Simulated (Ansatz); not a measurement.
# E(q) of CsGdS2 (R-3m)

Geometry: a measured structure from COD; nothing is relaxed.

Settings: LDA, 8×8×8 k mesh, Fermi–Dirac smearing of 0.05 eV. PAW means Ansatz 0.2.0 on its default frozen-core files. Site moments are integrated in spheres about the atoms.

The first input and its command:

```yaml
crystal:
  lattice:
    - [2.05862, 1.1885448112, 8.0136]
    - [-2.05862, 1.1885448112, 8.0136]
    - [0.0, -2.3770896223, 8.0136]
  atoms:
    - { symbol: Cs, position: [0.0, 0.0, 0.0] }
    - { symbol: Gd, position: [0.5, 0.5, 0.5], spin: 6.9, spin_axis: [1.0, 0.0, 0.0] }
    - { symbol: S, position: [0.2336, 0.2336, 0.2336] }
    - { symbol: S, position: [0.7664, 0.7664, 0.7664] }
magnetization:
  noncollinear: true
  spin_spiral: { q: [0.0, 0.0, 0.0] }
kpoints:
  mp_grid: { grid: [8, 8, 8] }
scf:
  occupations: { method: fermi_dirac, width: 0.05 }
hamiltonian:
  xc: lda
  pseudopotentials: { kind: paw }
output:
  eigenvalues: false
```

Command: `ansatz run input.yaml --threads 2 --pin off --max-ram 6144MiB --backend cpu --events-out ev --progress --plain --runs-dir out`

The input for «spiral at 0.5 of the way from Γ to F» by PAW differs from it in these lines, output keys apart:

```diff
-  spin_spiral: { q: [0.0, 0.0, 0.0] }
+  spin_spiral: { q: [0.25, 0.0, 0.25] }
```

Flat spirals without spin–orbit coupling: moments start in the xy plane and turn about z by q·R from cell to cell, and their directions inside a cell are free. q runs from Γ to F = (0.500, 0.000, 0.500) in reciprocal cell vectors. Energies count from each method's run at q = 0.

Where along the line is the energy lowest?

The lowest point lies at 1.000 of the way, 3.5 meV/cell under q = 0, so the antiferromagnetic state at the zone boundary wins along this line.
| fraction of Γ–F | |q| (1/Å) | ΔF PAW (meV/cell) | largest moment, PAW (μB) |
| --- | --- | --- | --- |
| 0.000 | 0.000 | 0.0 | 6.90 |
| 0.125 | 0.115 | -0.2 | 6.90 |
| 0.250 | 0.230 | -0.7 | 6.90 |
| 0.375 | 0.345 | -1.4 | 6.90 |
| 0.500 | 0.460 | -2.0 | 6.90 |
| 0.750 | 0.689 | -3.2 | 6.89 |
| 1.000 | 0.919 | -3.5 | 6.89 |

The line ends at half a reciprocal vector. Fit ΔF(f) = A₁(1 − cos πf) + A₂(1 − cos 2πf) to the PAW points, leaving out f = 0.500. What does it give?

A₁ = -1.8 and A₂ = -0.2 meV/cell, with a worst miss of 0.0 meV. At f = 0.500 the fit gives -2.1 meV against the computed -2.0. In a Heisenberg model A₁ and A₂ sum the couplings to the first and second lattice planes normal to q.

The PAW files were made with PBE; the program remakes their cores once for the run's functional and then keeps them frozen. Without U a semilocal functional puts the f levels too near the Fermi level, which can change moments and the order of magnetic states; site and cell moments are spin moments. Spin–orbit coupling is left out although heavy atoms are present. With open f shells a run can end in a state that isn't the lowest. The magnetic state is the one that this cell and start allow. It needn't be the compound's measured order, which may need a larger cell or be absent.
